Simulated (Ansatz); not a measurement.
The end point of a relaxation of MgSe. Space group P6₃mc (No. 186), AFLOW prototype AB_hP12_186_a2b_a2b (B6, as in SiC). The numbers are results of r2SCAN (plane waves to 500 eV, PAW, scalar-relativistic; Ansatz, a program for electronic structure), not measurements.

```xyz
12
Lattice="4.2105 0.0000 0.0000 -2.1053 3.6464 0.0000 0.0000 0.0000 20.5505" Properties=species:S:1:pos:R:3 pbc="T T T"
Mg     0.0000     0.0000    20.5441
Mg     0.0000     0.0000    10.2688
Mg     2.1053     1.2155    17.1303
Mg     0.0000     2.4309     6.8550
Mg     2.1053     1.2155     3.4254
Mg     0.0000     2.4309    13.7007
Se     0.0000     0.0000    17.9702
Se     0.0000     0.0000     7.6950
Se     2.1053     1.2155    14.5515
Se     0.0000     2.4309     4.2762
Se     2.1053     1.2155     0.8474
Se     0.0000     2.4309    11.1226
```

```yaml
volume_per_atom: 26.29 Å³
density: 3.26 g/cm³
band_gap: 3.34 eV, direct at Γ (no spin-orbit coupling)
shortest_distances: Mg–Se 2.57 Å
k-mesh: 7×7×2
```

Band energies at high-symmetry points (eV from the VBM; labels of this space group; no spin-orbit coupling), from −5 eV up to 7.4 eV:

```tsv
point	energies
Γ	-3.22 -2.63 -2.60 -1.15 -1.13 -0.41 -0.41 -0.34 -0.34 -0.31 -0.31 -0.13 -0.13 -0.12 -0.12 -0.02 -0.02 0.00 3.34 4.36 4.44 4.82 4.87 5.00
M	-3.18 -3.07 -2.97 -2.95 -2.73 -2.64 -1.61 -1.48 -1.15 -1.09 -1.03 -0.99 -0.98 -0.77 -0.61 -0.60 -0.51 -0.39 4.12 4.32 4.76 4.88 5.24 5.55 5.71 5.79 6.60 6.99 7.12 7.34
K	-2.70 -2.70 -2.67 -2.55 -2.47 -2.47 -2.17 -2.17 -2.06 -1.76 -1.65 -1.65 -1.09 -1.09 -0.97 -0.74 -0.68 -0.68 5.17 5.17 5.24 5.82 6.38 6.38 6.41 6.41 6.94
A	-3.06 -3.06 -1.94 -1.94 -0.39 -0.39 -0.39 -0.39 -0.37 -0.37 -0.23 -0.23 -0.23 -0.23 -0.05 -0.05 -0.05 -0.05 3.70 3.70 4.81 4.81 4.91 4.91
L	-3.16 -3.16 -2.88 -2.88 -2.75 -2.75 -1.47 -1.47 -1.18 -1.18 -1.11 -1.11 -0.81 -0.81 -0.58 -0.58 -0.45 -0.45 4.17 4.17 4.95 4.95 5.22 5.22 6.00 6.00 6.46 6.46 7.39 7.39
H	-2.69 -2.69 -2.62 -2.62 -2.52 -2.52 -2.10 -2.10 -1.91 -1.91 -1.72 -1.72 -1.02 -1.02 -0.84 -0.84 -0.71 -0.71 5.24 5.24 5.48 5.48 5.93 5.93 6.92 6.92 7.30 7.30
```

No spin polarisation in the result.

The run could not lose the symmetry of its start.

The first start was generated by placing the elements on the sites of a structure type. Materials Project lists a structure of MgSe in the same space group, P6₃mc (No. 186); the sites were not compared with it, nor with measured phases. Known forms of MgSe include space group No. 225.
